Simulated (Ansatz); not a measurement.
## GaCo: settings compared (Ansatz)

Input:

```yaml
crystal:
  lattice:
    - [2.912683, 0.0, 0.0]
    - [0.0, 2.912683, 0.0]
    - [0.0, 0.0, 2.912683]
  atoms:
    - { symbol: Co, position: [0.0, 0.0, 0.0] }
    - { symbol: Ga, position: [0.5, 0.5, 0.5] }
  symmetry: { tolerance: 0.0003 }
kpoints:
  mp_grid: { grid: [6, 6, 6], shift: [0, 0, 0] }
magnetization:
  spin_polarized: false
scf:
  occupations: { method: cold, width: 0.1834 }
hamiltonian:
  pseudopotentials: { kind: paw }
  xc: pbe
basis:
  ecutwfc: 420
output:
  forces: true
  stress: true
  eigenvalues: true
  write_density: true
  write_potential: true
  elf: true
  volumetric_format: npy
```

Launch command:

```bash
ansatz run input.yaml --threads 1 --pin off --max-ram 2560MiB --backend cpu --events-out ev --progress --plain --runs-dir out
```

Origin of the cell: a database entry, scaled a little.

Output of this run (shortened):

```
SCF iter   1: F=—  HF=-8909.678498 eV  Δρ=3.57e-3  dr2=1.63e-3
SCF iter   2: F=—  HF=-8909.678624 eV  S|Δr|=    0.00e0  Δρ=2.03e-3  dr2=5.82e-4
SCF iter   3: F=—  HF=-8909.678614 eV  S|Δr|=    0.00e0  Δρ=1.94e-4  dr2=6.02e-6
SCF iter   4: F=—  HF=-8909.678519 eV  S|Δr|=    0.00e0  Δρ=1.02e-4  dr2=9.57e-7
SCF iter   5: F=-8909.678518 eV  HF=-8909.678518 eV  S|Δr|=    0.00e0  Δρ=3.36e-5  dr2=5.78e-8
SCF 1 converged in 5 iterations: F = -8909.678518 eV  dr2 = 5.78e-8
SCF converged after 5 iterations
Stability not checked: this state was not tested for a lower state beside it, because cold or Methfessel-Paxton smearing, or corrected tetrahedra, fill the levels in a way that the test cannot read (fill_not_monotonic; […]
Free energy (F): -8909.678518 eV
Harris-Foulkes:  -8909.678518 eV  (|F-HF|=2.43e-8)
Internal energy: -8909.675609 eV  (E = F + TS)
E sigma→0 (E₀):  -8909.677548 eV
Entropy (-TS):   -0.002909 eV (-1.455 meV/atom)
Fermi energy:    16.156601 eV
--- Per-component energies (eV) ---
  E_band       = -236.129310
  E_kinetic    = 571.724921
  E_local      = -4560.921436  (includes V_loc(G=0)·N_el)
  E_nonlocal   = 884.756061
  E_hartree    = 2019.855230
  E_xc         = -228.196081
  E_vxc        = -263.490416  (∫ρ·V_xc dr)
  E_paw        = -3508.546824  (= ΣΔE_a)
  E_vpaw       = -907.902782  (= ΣTr[D̂ρ^β])
  E_aug_tail   = -0.000063  (compensation charges beyond the density's cutoff)
  E_ewald      = -4088.347417
  E_smearing   = -0.002909  (= −TS)
  Σ components = -8909.678518   (vs F -8909.678518, Δ=0.00e0)
--- Forces (eV/Å), atoms counted from 1 ---
  atom   1  Co    -0.000000     0.000000    -0.000000
  atom   2  Ga     0.000000     0.000000    -0.000000
  max |Σ_I F_I| component: 0.0 eV/Å
--- Stress (GPa, compression-positive) ---
       -5.443666      -0.000000       0.000000
        0.000000      -5.443666       0.000000
        0.000000       0.000000      -5.443666
  P = ⅓ Tr σ = -5.4437 GPa (-54.437 kbar)
```

The same input was run again with these changes:

1. `scf.lower_state_search` default → light
2. `kpoints.mp_grid.grid` [6, 6, 6] → [4, 4, 4]
3. `hamiltonian.hubbard` default → { sites: [{ species: Co, l: d, u_eff: 6.0 }], double_counting: fll }
4. `scf.initial_density.chi_scale` default → 0.3; `scf.occupations.method` cold → fermi_dirac; `scf.occupations.width` 0.1834 → 0.01; `kpoints.mp_grid.grid` [6, 6, 6] → [2, 2, 2]

| run | end | SCF iterations | P (GPa) | max force component (eV/Å) | moment (μB) | ΔE(σ→0) (meV/atom) |
| --- | --- | --- | --- | --- | --- | --- |
| base | converged | 5 | -5.44 | 0.000 | – | 0 |
| 1 | converged | 5 | -5.44 | 0.000 | – | 0.00 |
| 2 | converged | 5 | -4.67 | 0.000 | – | 34.22 |
| 3 | converged | 12 | -8.19 | 0.000 | – | – |
| 4 | converged | 7 | -4.69 | 0.000 | – | 15.44 |

Energies are compared only where functional, datasets, charge and starting cell are the same.

Not properties of the system: run 2 (too coarse or loose: `kpoints.mp_grid.grid` = [4, 4, 4]), run 4 (too coarse or loose: `kpoints.mp_grid.grid` = [2, 2, 2]).

Caveats of the base run: no spin polarisation, so a magnetic state may lie lower; the k mesh is coarse if the cell is a metal; wide smearing.

The base run took 1.3 s of wall time on 1 CPU thread(s) of a shared host, from the program's own first density.
